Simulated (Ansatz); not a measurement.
The guess for Mg₅Se was made by a generator: random cell by space group and Wyckoff sites (Cmmm, No. 65). The dimensions are guesses.

```xyz
6
Lattice="2.6904 -2.7388 0.0000 2.6904 2.7388 0.0000 0.0000 0.0000 9.1563" Properties=species:S:1:pos:R:3 pbc="T T T"
Mg    1.4775    0.0000    1.5640
Mg    3.9032    0.0000    1.5640
Mg    1.4775    0.0000    7.5923
Mg    3.9032    0.0000    7.5923
Mg    2.6904    0.0000    4.5782
Se    0.0000    0.0000    0.0000
```

Computed with DFT PBE, scalar-relativistic, plane waves, PAW in Ansatz 0.2.0. Cutoff 420 eV, Gaussian smearing, Γ-centred meshes. Cell and atoms relax first on a coarse mesh and then on a finer one. In between, the cell is made exact in the group found at 0.06 Å. In metals the finer mesh still leaves noise of several meV/atom or more. The steps can't lower the symmetry of their start. No spin polarisation.

A guess keeps its type if space group and coordination stay and the shape of the cell changes little (axis ratios within about 15 %, angles within 6°); the volume may change.

Question: Does this structure survive the relaxation?

Answer: It doesn't keep its type. The symmetry stays Cmmm (No. 65). The volume per atom grows by 25.9 %, from 22.5 to 28.3 Å³. The shortest distance goes from 2.15 Å (Mg–Se) to 2.63 Å (Mg–Se). Counting neighbours within 15 % of an atom's shortest distance, the start has Mg 2/4, Se 4 and the end Mg 5/12, Se 4. In detail, at the end Mg on a site of symmetry m has 1 Se at 2.63 Å, 4 Mg at 2.97–3.01 Å and 3 Mg at 3.34–3.36 Å; Mg on a site of symmetry mmm is surrounded by 12 Mg at 3.34–3.36 Å; Se has 4 Mg at 2.63 Å.

```cif
data_structure
_symmetry_space_group_name_H-M 'Cmmm'
_symmetry_Int_Tables_number 65
_cell_length_a 5.1419
_cell_length_b 9.0181
_cell_length_c 7.3260
_cell_angle_alpha 90.000
_cell_angle_beta 90.000
_cell_angle_gamma 90.000
_cell_volume 339.71
loop_
_atom_site_label
_atom_site_type_symbol
_atom_site_symmetry_multiplicity
_atom_site_Wyckoff_symbol
_atom_site_fract_x
_atom_site_fract_y
_atom_site_fract_z
_atom_site_occupancy
Mg1 Mg 8 n 0.00000 0.16710 0.29483 1
Mg2 Mg 2 c 0.50000 0.00000 0.50000 1
Se1 Se 2 a 0.00000 0.00000 0.00000 1
```

The zero of energy is the elements' standard structures at the same level; no fitted shifts are applied.

Question: At what energy does it end?

Answer: −0.05 eV/atom. It lies below the elements, which doesn't yet make it stable against other compounds or structures.

The last run used an 8×8×6 mesh (in the run's order of axes) for its 6-atom cell and Gaussian smearing of 0.10 eV. The reference form of Se is held partly by dispersion forces, which this level lacks. Symmetry constrained the relaxation, so the result can be a saddle point.

In counts of neighbours, a slash parts the counts of unlike sites.
